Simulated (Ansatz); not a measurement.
## Kick test of a cell of Hf2Cl5

It was reached by relaxing an invented guess, and it needn't be the stable form of this composition.

Theory: DFT PBE, scalar-relativistic, plane waves, PAW in Ansatz 0.2.0. Plane waves to 420 eV, a k mesh through Γ of 6×6×4 on the computed 7-atom cell and Gaussian smearing (0.10 eV); no spin polarisation.

The cell below (7 atoms, space group P2/m (No. 10)) is relaxed within its symmetry.

```yaml
crystal:
  lattice:
    - [5.29127, 0.00000, -0.03776]
    - [0.00000, 4.97949, 0.00000]
    - [-1.46813, 0.00000, 7.38651]
  atoms:
    - { symbol: Hf, position: [0.36797, 0.00000, 0.15307] }
    - { symbol: Hf, position: [0.63203, 0.00000, 0.84693] }
    - { symbol: Cl, position: [0.33675, 0.50000, 0.16969] }
    - { symbol: Cl, position: [0.66325, 0.50000, 0.83031] }
    - { symbol: Cl, position: [0.86321, 0.00000, 0.17808] }
    - { symbol: Cl, position: [0.13679, 0.00000, 0.82192] }
    - { symbol: Cl, position: [0.50000, 0.00000, 0.50000] }
```

For the test it was strained at random (σ = 1.5 % a component), the atoms were moved at random (σ = 0.15 Å), and all was relaxed again on a coarse 4×4×4 mesh (in the run’s order of axes) with 0.20 eV smearing, with no symmetry imposed.

These runs have no spin–orbit coupling, which can matter for Hf. An odd number of electrons in the primitive cell allows no gap without spin; a larger cell or a magnetic state could open one.

Question: Does it come back?

Answer: It returns, within 1 meV/atom of the unmoved cell on that mesh and with the same symmetry when read at 0.1 Å. No instability shows in this cell; modes of other wave vectors, which need another repeat, aren't tested.
